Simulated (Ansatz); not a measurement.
Relaxation of a relaxed TiAl3 cell displaced along its unstable phonon at q = (½, 0, 0) of its primitive reciprocal cell (134i cm⁻¹), largest move 0.15 Å; 16 atoms in the cell, which starts as P2₁2₁2₁ (No. 19), oP16; a = 2.8922 Å, b = 7.5384 Å, c = 13.0568 Å, α = β = γ = 90.00°. Level of theory: PBE (plane waves to 420 eV, PAW, scalar-relativistic; Ansatz, a program for electronic structure). Γ-centred k-mesh 5×5×11 on the run's cell (coarser than for final values), Fermi–Dirac smearing 0.05 eV. This is the first round of the run. 

The optimiser's lines from the output (shortened; P is positive under compression):

```
relax step   1: F+E_penalty+E_count = -16447.49347551 eV  Δ(F+E_penalty+E_count) = +0.000e0 eV  max|allowed force component| = 4.390e-1 eV/Å  Δτ_max = 0.0000 Å  P = -0.059 GPa  Ω = 284.673 Å³  (7 SCF iters, dr2 threshold 1.00e-7 eV, accepted)
relax step   2: F+E_penalty+E_count = -16448.07385183 eV  Δ(F+E_penalty+E_count) = -5.804e-1 eV  max|allowed force component| = 5.722e-1 eV/Å  Δτ_max = 0.1925 Å  P = -0.021 GPa  Ω = 283.375 Å³  (6 SCF iters, dr2 threshold 1.60e-6 eV, accepted)
relax step   3: F+E_penalty+E_count = -16448.88808337 eV  Δ(F+E_penalty+E_count) = -8.142e-1 eV  max|allowed force component| = 5.426e-1 eV/Å  Δτ_max = 0.2000 Å  P = +0.384 GPa  Ω = 279.958 Å³  (6 SCF iters, dr2 threshold 1.60e-6 eV, accepted)
relax step   4: F+E_penalty+E_count = -16449.47989071 eV  Δ(F+E_penalty+E_count) = -5.918e-1 eV  max|allowed force component| = 3.677e-1 eV/Å  Δτ_max = 0.1990 Å  P = +0.444 GPa  Ω = 277.552 Å³  (6 SCF iters, dr2 threshold 1.60e-6 eV, accepted)
relax step   5: F+E_penalty+E_count = -16449.94362445 eV  Δ(F+E_penalty+E_count) = -4.637e-1 eV  max|allowed force component| = 5.648e-1 eV/Å  Δτ_max = 0.2000 Å  P = +0.486 GPa  Ω = 273.663 Å³  (6 SCF iters, dr2 threshold 1.60e-6 eV, accepted)
relax step   6: F+E_penalty+E_count = -16450.47682054 eV  Δ(F+E_penalty+E_count) = -5.332e-1 eV  max|allowed force component| = 5.270e-1 eV/Å  Δτ_max = 0.1948 Å  P = +0.265 GPa  Ω = 270.228 Å³  (6 SCF iters, dr2 threshold 1.60e-6 eV, accepted)
relax step   7: F+E_penalty+E_count = -16450.84409804 eV  Δ(F+E_penalty+E_count) = -3.673e-1 eV  max|allowed force component| = 1.015e-1 eV/Å  Δτ_max = 0.2000 Å  P = -0.696 GPa  Ω = 269.445 Å³  (6 SCF iters, dr2 threshold 1.60e-6 eV, accepted)
relax step   8: F+E_penalty+E_count = -16450.88223863 eV  Δ(F+E_penalty+E_count) = -3.814e-2 eV  max|allowed force component| = 7.089e-2 eV/Å  Δτ_max = 0.0679 Å  P = +0.135 GPa  Ω = 266.249 Å³  (6 SCF iters, dr2 threshold 1.60e-6 eV, accepted)
relax step   9: F+E_penalty+E_count = -16450.88273261 eV  Δ(F+E_penalty+E_count) = -4.940e-4 eV  max|allowed force component| = 7.006e-2 eV/Å  Δτ_max = 0.0371 Å  P = +0.055 GPa  Ω = 266.542 Å³  (6 SCF iters, dr2 threshold 3.14e-7 eV, accepted)
relax step  10: F+E_penalty+E_count = -16450.88716195 eV  Δ(F+E_penalty+E_count) = -4.429e-3 eV  max|allowed force component| = 1.342e-2 eV/Å  Δτ_max = 0.0175 Å  P = -0.035 GPa  Ω = 266.644 Å³  (6 SCF iters, dr2 threshold 3.07e-7 eV, accepted)
relax step  11: F+E_penalty+E_count = -16450.88735274 eV  Δ(F+E_penalty+E_count) = -1.908e-4 eV  max|allowed force component| = 1.725e-3 eV/Å  Δτ_max = 0.0039 Å  P = -0.001 GPa  Ω = 266.567 Å³  (6 SCF iters, dr2 threshold 1.13e-8 eV, accepted)
relax step  12: F+E_penalty+E_count = -16450.88342382 eV  Δ(F+E_penalty+E_count) = +3.929e-3 eV  max|allowed force component| = 1.854e-3 eV/Å  Δτ_max = 0.0000 Å  P = -0.020 GPa  Ω = 266.567 Å³  stress off target by 3.08e-2 GPa  SCF on the basis re-selected at this cell (its energy is not comparable with the rows above)  (6 SCF iters)
relax step  13: F+E_penalty+E_count = -16450.88346541 eV  Δ(F+E_penalty+E_count) = -4.159e-5 eV  max|allowed force component| = 1.459e-3 eV/Å  Δτ_max = 0.0008 Å  P = +0.003 GPa  Ω = 266.504 Å³  (6 SCF iters, dr2 threshold 2.37e-9 eV, accepted)
relax step  14: F+E_penalty+E_count = -16450.88343265 eV  Δ(F+E_penalty+E_count) = +3.276e-5 eV  max|allowed force component| = 1.457e-3 eV/Å  Δτ_max = 0.0000 Å  P = +0.003 GPa  Ω = 266.504 Å³  stress off target by 5.76e-3 GPa  SCF on the basis re-selected at this cell (its energy is not comparable with the rows above)  (6 SCF iters)
```

From the first to the last row the energy changes by -0.21 eV/atom and the volume by -6.4 %. The last row is marked as not comparable with the walk above it, whose basis was carried along; it does compare with step 1, since both stand on a basis selected at the nominal cutoff for their own cell.

Later rounds, restarted from the end of this one on a renewed k-mesh, logged 6 more steps and released under 0.01 eV/atom more. The final structure after all rounds: Pnma (No. 62), oP16; a = 7.2932 Å, b = 2.8931 Å, c = 12.6270 Å, α = 90.00°, β = 90.00°, γ = 90.00°. Between re-selections the logged energies stand on a plane-wave basis carried along with the cell. No spin polarisation in the result.

The run could not lose the symmetry of its start, so the end can be a saddle point.

The relaxed structure here is a generated cell of TiAl3: the first start was made by placing the elements on the sites of a structure type, and the end was not matched to a known phase here, so it may be hypothetical. Known forms of TiAl3 include space group No. 139.
